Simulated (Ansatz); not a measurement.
Ansatz (an electronic-structure program) input:

Ansatz 0.2 input:
```yaml
crystal:
  lattice:
    - [5.0508026299, 0.0, 0.0]
    - [-2.5254013149, 4.374123387, 0.0]
    - [0.0, 0.0, 4.6924395804]
  atoms:
    - { symbol: Ti, position: [0.6685919967, 0.6685919967, 0.259555502] }
    - { symbol: Ti, position: [0.3314080033, 0.3314080033, 0.740444498] }
    - { symbol: Ti, position: [0.3314080033, 0.0, 0.259555502] }
    - { symbol: Ti, position: [0.6685919967, 0.0, 0.740444498] }
    - { symbol: Ti, position: [0.0, 0.3314080033, 0.259555502] }
    - { symbol: Ti, position: [0.0, 0.6685919967, 0.740444498] }
    - { symbol: O, position: [0.0, 0.0, 0.0] }
kpoints:
  mp_grid: { grid: [9, 9, 9] }
hamiltonian:
  xc: pbesol
  pseudopotentials: { kind: paw }
scf:
  occupations: { method: fermi_dirac, width: 0.1 }
phonons:
  method: dfpt
  response_accuracy: low
  eigenvectors: true
  rigid_motions: translations
```

Output (shortened):

```
zone centre: on kpoints.mp_grid the ground state, and the responses unless they are solved on pairs of k-points, stand on 365 of the mesh's 729 k-points, …
Pseudopotentials: kind: paw
Pseudopotential: Ti, paw, valence charge 12
Pseudopotential: O, paw, valence charge 6
Functional definition: PBEsol
Crystal: 7 atoms, lattice volume = 103.669 Å³
Basis set: ecut = 420 eV, 2085 PW (Γ), exchange–correlation on 72×72×64 points (8 copies of the dense FFT grid, shifted against one another)
Bands: 47, of which v1, the nominal top of the filled ones, is band 39 counted from 1 (38 counted from 0)
Symmetry: 12 space group operations
k-points: 365 of 729 (irreducible under 1 space group operation, time reversal used)
PAW frozen core: Ti, regenerated for the run's functional, and the local potential with it
PAW frozen core: O, regenerated for the run's functional, and the local potential with it
Initial wavefunctions: pseudopotential atomic-orbital guess
Eigensolver: davidson
Functional: x = pbesol(κ = 0.804, μ = 0.12345679012345678), c = pbesol(β = 0.046)
SCF iter   1: F=—  HF=-15407.792123 eV  |F-HF|=—  |Δ(HF+E_count)|=         —  Δρ=8.99e-3  dr2=6.26e-2  ethr=1.77e-3  ⟨swp⟩=6.5  Hψ=68360  notcnv=0
all-band conjugate gradients solve this SCF's bands
preconditioner: auto → Kerker (q_TF=auto, 2.602 Å⁻¹)
SCF iter   2: F=—  HF=-15407.775618 eV  |F-HF|=—  |Δ(HF+E_count)|=   1.65e-2  Δρ=3.72e-3  dr2=1.34e-2  ethr=8.02e-5  ⟨swp⟩=2.0  Hψ=28485  notcnv=0
SCF iter   3: F=—  HF=-15407.772306 eV  |F-HF|=—  |Δ(HF+E_count)|=   3.31e-3  Δρ=9.69e-4  dr2=1.32e-3  ethr=1.72e-5  ⟨swp⟩=2.3  Hψ=24751  notcnv=0
SCF iter   4: F=—  HF=-15407.772067 eV  |F-HF|=—  |Δ(HF+E_count)|=   2.39e-4  Δρ=3.49e-4  dr2=2.35e-4  ethr=1.69e-6  ⟨swp⟩=2.0  Hψ=22681  notcnv=0
SCF iter   5: F=—  HF=-15407.772008 eV  |F-HF|=—  |Δ(HF+E_count)|=   5.85e-5  Δρ=9.66e-5  dr2=1.49e-5  ethr=3.01e-7  ⟨swp⟩=2.0  Hψ=22731  notcnv=0
SCF iter   6: F=—  HF=-15407.772006 eV  |F-HF|=—  |Δ(HF+E_count)|=   1.89e-6  Δρ=2.30e-5  dr2=6.77e-7  ethr=1.92e-8  ⟨swp⟩=2.0  Hψ=23575  notcnv=0
SCF iter   7: F=—  HF=-15407.772005 eV  |F-HF|=—  |Δ(HF+E_count)|=   1.17e-6  Δρ=5.80e-6  dr2=3.71e-8  ethr=8.68e-10  ⟨swp⟩=2.0  Hψ=23145  notcnv=0
SCF iter   8: F=—  HF=-15407.772005 eV  |F-HF|=—  |Δ(HF+E_count)|=   8.52e-9  Δρ=1.27e-6  dr2=1.27e-9  ethr=4.75e-11  ⟨swp⟩=3.0  Hψ=34236  notcnv=0
SCF iter  10: F=-15407.772005 eV  HF=-15407.772005 eV  |F-HF|=0.00e0  |Δ(HF+E_count)|=  2.55e-11  Δρ=8.95e-8  dr2=6.68e-12  ethr=1.00e-12  ⟨swp⟩=5.4  Hψ=69742  notcnv=0
SCF 1 converged in 10 iterations: F = -15407.772005 eV  dr2 = 6.68e-12
DFPT response loops at Γ: preconditioner auto → Kerker (q_TF=auto, 2.602 Å⁻¹) (partly filled bands, converged f_vac=0.000) …
SCF converged after 10 iterations
Free energy (F): -15407.772005 eV
Harris-Foulkes:  -15407.772005 eV  (|F-HF|=0.00e0)
Internal energy: -15407.585355 eV  (E = F + TS)
E sigma→0 (E₀):  -15407.678680 eV
Entropy (-TS):   -0.186650 eV (-26.664 meV/atom)
Fermi energy:    14.089451 eV
--- Per-component energies (eV) ---
  E_band       = -875.908516
  E_kinetic    = 1815.386124
  E_local      = -5064.961702  (includes V_loc(G=0)·N_el)
  E_nonlocal   = 102.407093
  E_hartree    = 2077.890699
  E_xc         = -656.120735
  E_vxc        = -826.716265  (∫ρ·V_xc dr)
  E_paw        = -6286.935614  (= ΣΔE_a)
  E_vpaw       = -1057.808123  (= ΣTr[D̂ρ^β])
  E_aug_tail   = 0.003060  (compensation charges beyond the density's cutoff)
  E_ewald      = -7396.125874
  E_core_change = 0.871594  (= ΣΔE_core)
  E_smearing   = -0.186650  (= −TS)
  E_closure    =  0.000000  (closes the sum)
  Σ components = -15407.772005   (vs F -15407.772005, Δ=0.00e0)
  [band-id]    e_kinetic+e_local+e_nonlocal+2·e_hartree+e_vxc+e_vpaw+e_augmentation_tail = -875.908416   (vs E_band -875.908516, Δ=9.96e-5)
--- Band table (eV; the first three rows and the last of 365) ---
  k-point 0: bands = ["-42.4463", "-42.3010", "-42.2830", "-42.2830", "-42.2776", "-42.2776", "-19.2833", "-18.9872", "-18.8779", "-18.8429", "-18.8429", "-18.8134", "-18.8134", "-18.7488", "-18.7386", "-18.7386", "-18.6589", "-18.6589", "-18.6470", "-18.4890", "-18.4890", "-18.4222", "-18.3902", "-18.3902", "-6.5692", "6.8868", "7.0271", "7.0271", "8.6704", "12.2181", "12.4688", "12.4882", "12.6764", "12.6764", "12.9253", "13.1031", "13.1031", "14.0775", "14.2649", "14.2649", "14.7582", "14.7582", "14.9591", "15.2650", "15.2650", "15.6155", "15.7719"]
  k-point 1: bands = ["-42.4422", "-42.3052", "-42.2828", "-42.2828", "-42.2778", "-42.2778", "-19.2628", "-18.9770", "-18.8917", "-18.8917", "-18.8715", "-18.8275", "-18.8275", "-18.7596", "-18.7065", "-18.7065", "-18.6536", "-18.6271", "-18.6271", "-18.4862", "-18.4862", "-18.4449", "-18.3927", "-18.3927", "-6.5651", "6.8483", "7.0170", "7.0170", "8.8011", "12.1324", "12.5258", "12.5529", "12.7096", "12.7096", "12.9408", "13.1444", "13.1444", "14.0043", "14.2206", "14.2206", "14.7002", "14.7002", "14.9155", "15.2130", "15.2130", "15.6007", "15.8264"]
  k-point 2: bands = ["-42.4306", "-42.3171", "-42.2823", "-42.2823", "-42.2782", "-42.2782", "-19.2046", "-18.9542", "-18.9542", "-18.9472", "-18.8750", "-18.8750", "-18.8534", "-18.7911", "-18.6724", "-18.6471", "-18.6471", "-18.5746", "-18.5746", "-18.5087", "-18.4781", "-18.4781", "-18.3996", "-18.3996", "-6.5546", "6.7634", "6.9914", "6.9914", "9.1578", "11.9183", "12.6258", "12.7029", "12.7988", "12.7988", "12.9818", "13.2608", "13.2608", "13.8416", "14.1042", "14.1042", "14.5780", "14.5780", "14.8011", "15.0583", "15.0583", "15.5713", "15.9829"]
  k-point 364: bands = ["-42.3909", "-42.3405", "-42.3157", "-42.2843", "-42.2701", "-42.2679", "-19.1669", "-19.0258", "-18.9652", "-18.9340", "-18.9013", "-18.8257", "-18.7930", "-18.6965", "-18.6715", "-18.6557", "-18.6282", "-18.5887", "-18.5676", "-18.5484", "-18.5025", "-18.4840", "-18.4534", "-18.4304", "-6.5336", "6.7439", "6.8760", "6.9899", "10.2879", "11.5659", "11.9561", "12.4065", "12.5217", "12.5741", "12.7918", "13.0170", "13.1666", "13.3780", "13.9233", "14.5534", "14.8350", "14.8487", "14.9666", "15.0812", "15.1910", "15.7012", "15.7609"]
  band table: 47 of 47 bands, residual norms ≤ 1.0e-3 eV
--- Phonons (Γ-DFPT): 4 representative perturbations + reference, on 365 of 729 k-points (Σ response iterations 12) ---
  k mesh reduced under 1 symmetry operation, with k and −k counted as one. Each operation leaves every solved perturbation unchanged …
  ASR residual: 5.335e-4 → 0.000e0 eV/Å²; symmetrization residual: 3.587e-4 eV/Å²
  ASR residual per site (eV/Å²): 5.26e-4 5.26e-4 5.33e-4 5.33e-4 5.26e-4 5.26e-4 4.07e-4
  Γ frequencies (cm⁻¹): 0.00 0.00 0.00 141.79 141.79 182.98 182.98 196.86 196.86 228.02 229.61 229.61 261.45 265.91 265.91 272.12 272.95 348.99 497.87 497.87 513.38
  non-analytic LO–TO correction: not included (Born effective charges unavailable; polar crystals: no LO–TO splitting at Γ)
```

Cost: about 15 core-minutes (a rough figure) on shared cores.

Space group P-31m. The first step of the workflow began from a Materials Project structure, measured or hypothetical; the Crystallography Open Database files this formula in space group No. 162, but the cells were not matched. Whether it is the stable phase at ambient conditions was not checked. Symmetry was held in the PBEsol relaxation; its stability against distortions is not shown here. No spin polarisation was allowed. Without spin polarisation and U, an open-shell compound can come out a false metal. As this level gives no gap, phonon frequencies hold no LO–TO term and depend on the k-mesh and smearing (Fermi–Dirac, 0.1 eV here).

Potentials: the later of the program's two PAW sets.

Ansatz is a plane-wave DFT program.
